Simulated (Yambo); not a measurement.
## Convergence of the G0W0 gap of ZnSe

G0W0@PBE for ZnSe (zinc blende, space group F-43m, No. 216) in Yambo. Reference settings: 4×4×4 Γ-centred k mesh, bands 14 to 208 and a 15 Ry block in the screening, 208 bands in G with the Bruneval-Gonze terminator, plasmon pole fitted at 27.2 eV. The PBE gap Γ → Γ on this mesh is 1.37 eV; G0W0 gaps are taken between the same points.

```csv
change from the reference,G0W0 gap Γ → Γ (eV),shift of the valence edge (eV),rough Yambo cost
reference settings,2.19,-0.71,1
"114 bands in W, 114 bands in G",2.19,-0.63,within a factor of two
114 bands in G,2.19,-0.71,–
9 Ry block,2.17,-0.67,within a factor of two
no terminator,2.16,-0.65,–
```

The reference isn't shown to be the converged limit. Costs are rough (shared machines), scaled to the same edge states, and given only for runs that recompute the screening.

Spin-orbit splittings are left out.

Geometry relaxed with PBEsol; primitive cell a = b = c = 3.9830 Å, α = β = γ = 60.00°.

A shift is the quasiparticle energy of the state minus its PBE energy.

The potentials are those of PseudoDojo's stringent table.
